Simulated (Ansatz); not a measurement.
# Is this Tl3ICl2 structure a true minimum?

The cell was found from a structure generator's guess, not taken from experiment.

Method: DFT PBE, scalar-relativistic, plane waves, PAW in Ansatz. Settings: cutoff 420 eV, Γ-centred mesh 6×6×4 on the computed 6-atom cell, Gaussian smearing of 0.02 eV; no spin polarisation.

The cell below (6 atoms, space group P-3m1 (No. 164)) is relaxed within its symmetry.

```cif
data_structure
_symmetry_space_group_name_H-M 'P 1'
_symmetry_Int_Tables_number 1
_cell_length_a 4.7516
_cell_length_b 4.7516
_cell_length_c 11.6628
_cell_angle_alpha 90.000
_cell_angle_beta 90.000
_cell_angle_gamma 120.000
_cell_volume 228.04
loop_
_atom_site_label
_atom_site_type_symbol
_atom_site_fract_x
_atom_site_fract_y
_atom_site_fract_z
_atom_site_occupancy
Tl1 Tl 0.33333 0.66667 0.30970 1
Tl2 Tl 0.66667 0.33333 0.69030 1
Tl3 Tl 0.00000 0.00000 0.00000 1
I1 I 0.00000 0.00000 0.50000 1
Cl1 Cl 0.33333 0.66667 0.84445 1
Cl2 Cl 0.66667 0.33333 0.15555 1
```

For the test a repeat of it with 12 atoms (edges 4.75, 8.23, 11.66 Å) was strained at random (σ = 1.5 % a component), the atoms were moved at random (σ = 0.10 Å), and all was relaxed again on a coarse 4×2×1 mesh (in the run’s order of axes) with 0.10 eV smearing, with no symmetry imposed.

These runs have no spin–orbit coupling, which can matter for I and Tl.

Q: What happens?

A: It returns, within 1 meV/atom of the unmoved cell on that mesh and with the same symmetry when read at 0.1 Å (P2/c at 0.01 Å, so small strains and shifts remain). No instability shows in this cell; modes of other wave vectors, which need another repeat, aren't tested.
